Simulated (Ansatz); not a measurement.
An Ansatz (a program for electronic structure) input:

Ansatz 0.2 input:
```yaml
crystal:
  lattice:
    - [6.4099318419, 2.4327044347, 0.0]
    - [-6.4099318419, 2.4327044347, 0.0]
    - [-1.3202811416, 0.0, 5.3722292898]
  atoms:
    - { symbol: Ta, position: [0.3866459572, 0.106097198, 0.7660581616] }
    - { symbol: Ta, position: [0.106097198, 0.3866459572, 0.7339418384] }
    - { symbol: Ta, position: [0.6133540428, 0.893902802, 0.2339418384] }
    - { symbol: Ta, position: [0.893902802, 0.6133540428, 0.2660581616] }
    - { symbol: O, position: [0.4445616221, 0.6650470322, 0.5248323593] }
    - { symbol: O, position: [0.6650470322, 0.4445616221, 0.9751676407] }
    - { symbol: O, position: [0.5554383779, 0.3349529678, 0.4751676407] }
    - { symbol: O, position: [0.3349529678, 0.5554383779, 0.0248323593] }
    - { symbol: O, position: [0.7244695635, 0.1342861902, 0.8724334254] }
    - { symbol: O, position: [0.1342861902, 0.7244695635, 0.6275665746] }
    - { symbol: O, position: [0.2755304365, 0.8657138098, 0.1275665746] }
    - { symbol: O, position: [0.8657138098, 0.2755304365, 0.3724334254] }
    - { symbol: O, position: [0.1031191938, 0.1031191938, 0.75] }
    - { symbol: O, position: [0.8968808062, 0.8968808062, 0.25] }
kpoints:
  mp_grid: { grid: [5, 5, 4] }
  band_path:
    path:
      - [[0.0, 0.0, 0.0], [0.2881839495, 0.2881839495, 0.0]]  # Γ-C
      - [[-0.2881839495, 0.7118160505, 0.0], [-0.5, 0.5, 0.0], [0.0, 0.0, 0.0], [-0.5, 0.5, 0.5], [-0.2670659573, 0.7329340427, 0.5]]  # C_2-Y_2-Γ-M_2-D
      - [[0.2670659573, 0.2670659573, 0.5], [0.0, 0.0, 0.5], [0.0, 0.0, 0.0]]  # D_2-A-Γ
      - [[0.0, 0.5, 0.5], [0.0, 0.0, 0.0], [0.0, 0.5, 0.0]]  # L_2-Γ-V_2
      - [VBM, CBM]
    npoints: 8
hamiltonian:
  xc: r2scan
  pseudopotentials: { azcp: { folder: ./paw }, kind: paw_fr }
magnetization: { noncollinear: true, spin_orbit: true }
scf:
  n_extra_bands: 28
  convergence: { dr2_threshold: 0.0000000001 }
  occupations: { method: gaussian, width: 0.01 }
checkpoint: { write: soc.run }
output: { eigenvalues: true }
```

**Question.** How many symmetry operations and irreducible k-points will the run report?

**Answer.** 4 operations, 33 of 100 k-points.

**Question.** With a cutoff of 500 eV, how many plane waves at Γ?

**Answer.** 4239.

It took roughly 60 core-minutes on shared server cores.

Space group C2/c. The start of the workflow was typed in or built on a structure type; neither database checked (COD, Materials Project) lists it. COD files the formula under space group No. 49, so this cell is another polymorph or a model. Its standing as an ambient phase is unchecked. Symmetry was held in the r²SCAN relaxation; its stability against distortions is not shown here. No spin polarisation was allowed.

Potentials: the earlier of the program's two PAW sets.

Ansatz is a plane-wave DFT program.
